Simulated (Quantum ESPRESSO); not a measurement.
## Calculated data, SiAsO₃F₃ (made-up cell, one site empty)

Calculation on a made-up crystal cell, not a measurement, with one named mistake planted (healthy values lack it): periodic Kohn-Sham density functional theory in plane waves with PseudoDojo standard norm-conserving scalar-relativistic pseudopotentials, each functional with its own files (v0.5 for PBE, v0.4.1 for LDA and PBEsol), no spin polarisation, no spin-orbit coupling, atoms not relaxed, stress positive in tension, energies less a fixed whole-eV offset for each atom's element; levels are Kohn-Sham levels at fractions of this cell's reciprocal vectors, counted from the reference band (half the neutral cell's valence electrons, rounded up) at Gamma; error bars cover cutoff and k-mesh only, not smearing or the files; each bar is the largest change over components, and at least 0.002 eV, 0.002 eV per angstrom or 0.02 GPa; a charged cell sits in a uniform background, with energy and stress on this program's zero of potential; no dispersion term; energies are for the whole cell, and the offsets were chosen from early runs and are not element reference energies; a distance is the largest change of any value in units of its error bar (the energy's for the smearing term), a scale change is of lengths, and a coarse mesh keeps the half-step shift; machines and their load varied, so run times do not measure scaling. Program: Quantum ESPRESSO 7.5.

```cif
# cell vector a (Å): 5.0770 0.0000 0.0000
# cell vector b (Å): -2.5385 4.3968 0.0000
# cell vector c (Å): 0.0000 0.0000 5.6033
data_SiAsO3F3
_symmetry_space_group_name_H-M 'P 1'
_symmetry_Int_Tables_number 1
_cell_length_a 5.0770
_cell_length_b 5.0770
_cell_length_c 5.6033
_cell_angle_alpha 90.000
_cell_angle_beta 90.000
_cell_angle_gamma 120.000
_cell_volume 125.08
loop_
_atom_site_label
_atom_site_type_symbol
_atom_site_fract_x
_atom_site_fract_y
_atom_site_fract_z
_atom_site_occupancy
Si1 Si 0.46111 0.99691 0.64955 1
As1 As 0.00218 0.45979 0.35238 1
F1 F 0.40565 0.27111 0.75538 1
O1 O 0.73799 0.17238 0.46662 1
F2 F 0.87847 0.58101 0.13940 1
F3 F 0.26925 0.43670 0.20286 1
O2 O 0.15690 0.73967 0.54307 1
O3 O 0.58754 0.84113 0.86763 1
_calc_lattice_type 'quartz'
_calc_empty_site 3
_calc_intended_functional 'pbe'
_calc_intended_cutoff 1143  # eV
_calc_intended_fermi_dirac_smearing 0.025  # eV
_calc_intended_scf_tolerance 1e-07  # eV
_calc_intended_electrons_removed 0
_calc_healthy_free_energy_less_offsets 25.767  # eV
_calc_healthy_scf_iterations 14
_calc_healthy_smearing_term_minus_ts 0  # eV
_calc_healthy_pressure 10.07  # GPa
_calc_healthy_stress_xx -7.92  # GPa
_calc_healthy_stress_yy -16.04  # GPa
_calc_healthy_stress_zz -6.27  # GPa
_calc_healthy_stress_yz 1.45  # GPa
_calc_healthy_stress_xz 3.49  # GPa
_calc_healthy_stress_xy -10.43  # GPa
_calc_healthy_reference_band 29
_calc_fault_kind 'atoms exchanged'
_calc_fault_first_exchanged_site 7
_calc_fault_second_exchanged_site 8
_calc_faulty_run_command 'pw.x -nk 1 -in in'
_calc_faulty_run_processor 'AMD EPYC, Zen 5 class, virtual cores'
_calc_intended_k_mesh '5 x 5 x 4, shifted by half a step'
_calc_structure_shown 'as intended, without the mistake'
_calc_faulty_free_energy_less_offsets 29.14  # eV
_calc_faulty_scf_iterations 14
_calc_faulty_smearing_term_minus_ts 0  # eV
_calc_faulty_pressure 14.04  # GPa
_calc_faulty_stress_xx -6.521  # GPa
_calc_faulty_stress_yy -25.52  # GPa
_calc_faulty_stress_zz -10.07  # GPa
_calc_faulty_stress_yz -3.583  # GPa
_calc_faulty_stress_xz 1.241  # GPa
_calc_faulty_stress_xy -13.43  # GPa
_calc_faulty_reference_band 29
_calc_other_mistakes_compared 7
_calc_distance_from_healthy 3716  # error bars
_calc_distance_from_nearest_other_mistake 3463  # error bars
_calc_healthy_error_bar_energy 0.003567  # eV
_calc_healthy_error_bar_stress 0.02  # GPa
_calc_healthy_error_bar_force 0.002  # eV/angstrom
_calc_healthy_error_bar_next_band_up 0.002  # eV
_calc_faulty_wall_time_of_scf_and_band_steps_on_a_shared_machine 659.9  # s
```

Atoms:
```csv
atoms element,atom site,atom energy offset (eV)
Si,1,-115
As,2,-2887
F,4,-677
O,5,-452
F,6,-677
F,7,-677
O,8,-452
O,9,-452
```

Healthy forces:
```csv
site,x (eV/Å),y (eV/Å),z (eV/Å)
1,3.71,0.114,10.085
2,2.458,3.242,-2.074
4,0.581,-1.53,-1.519
5,-0.82,-4.09,0.052
6,-2.161,1.066,-2.358
7,1.47,-0.766,-0.045
8,-2.185,-0.565,-0.662
9,-3.055,2.531,-3.48
```

Healthy levels:
```csv
level k point,next band up (eV)
Gamma,0.544
"(1/2,1/2,1/2)",1.351
"(0.15,0,0)",0.796
"(0,0.15,0)",0.789
"(0,0,0.15)",0.675
```

Faulty forces:
```csv
site,x (eV/Å),y (eV/Å),z (eV/Å)
1,5.859,2.996,11.09
2,7.185,-2.525,-9.506
4,0.5534,-1.998,-1.632
5,-2.676,-4.816,1.466
6,-3.364,1.842,-1.888
7,-0.2707,-0.2204,2.162
8,-3.699,2.495,2.745
9,-3.588,2.227,-4.434
```

Faulty levels:
```csv
level k point,next band up (eV)
Gamma,0.8582
"(1/2,1/2,1/2)",1.551
"(0.15,0,0)",1.118
"(0,0.15,0)",1.112
"(0,0,0.15)",0.992
```
